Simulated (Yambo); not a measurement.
A BSE run in Yambo for BN (space group P6_3/mmc, No. 194) (PBEsol bands; 12×12×4 mesh, 5 valence and 2 conduction bands, static screening with 23 bands and a 4 Ry block, scissor 1.66 eV, Tamm-Dancoff; field along x) gives:

```tsv
state	energy (eV)	states within 2 meV	relative strength	class
1	5.39	2	< 0.01	dark
2	5.45	2	1.00	strong
3	5.71	1	< 0.01	dark
4	5.78	1	< 0.01	dark
5	5.80	2	< 0.01	dark
```

Axes are Cartesian, with cell vectors (Å) (2.51, 0.00, 0.00), (-1.25, 2.17, 0.00), (0.00, 0.00, 6.61).

### Question
What changes when the window shrinks to 4 valence and 2 conduction bands?

### Answer
The lowest state goes from 5.386 eV to 5.386 eV, and its distance below the direct gap from 0.873 eV to 0.873 eV. These are vertical excitations (zero momentum); the indirect quasiparticle gap, about 5.73 eV, is smaller than the direct one (6.26 eV on the GW mesh). The scissor comes from a G0W0 run whose convergence isn't established.

Geometry relaxed with PBE+D3(BJ); primitive cell a = b = 2.505 Å, c = 6.610 Å, α = β = 90.00°, γ = 120.00°.
